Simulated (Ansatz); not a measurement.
InSe:
```yaml
crystal:
  lattice:
    - [1.98310, -5.47964, 0.00000]
    - [1.98310, 5.47964, 0.00000]
    - [0.00000, 0.00000, 33.00000]
  atoms:
    - { symbol: In, position: [0.12108, 0.87892, 0.49042] }
    - { symbol: Se, position: [0.71680, 0.28320, 0.44931] }
    - { symbol: In, position: [0.87892, 0.12108, 0.50958] }
    - { symbol: Se, position: [0.28320, 0.71680, 0.55069] }
```
The layer is periodic in x and y and isolated along z.

Relaxed with LDA. Special points in fractions of this cell's reciprocal vectors: Γ (0.000, 0.000, 0.000); X (-0.283, -0.283, 0.000); A1 (0.283, -0.717, 0.000); Y (0.500, -0.500, 0.000).

Question: List the band energies nearest the valence-band maximum at these points for plane-wave PAW LDA (Ansatz code).

Answer: In eV from the valence-band maximum; about four levels below and three above (degenerate sets whole), none deeper than 8.9 eV; points with the same levels are listed once.

```csv
k,below,above
Γ,-1.59 -1.43 -1.10 -0.83,1.65 2.12 3.45
X,-2.30 -1.93 -1.62 -0.89,2.24 2.84 3.63
Y,-1.79 -1.05 -0.75 0.00,2.04 2.76 4.16
```

Space group C2/m. The layer was cut from a bulk entry of the Materials Project (measured or hypothetical); whether that bulk phase is the ambient one, and whether the layer has been isolated, was not checked. The LDA relaxation kept the symmetry of its start; its stability against distortions is not shown here. Spin–orbit coupling is left out wherever it is not named.

Potentials: the later of the program's two PAW sets.
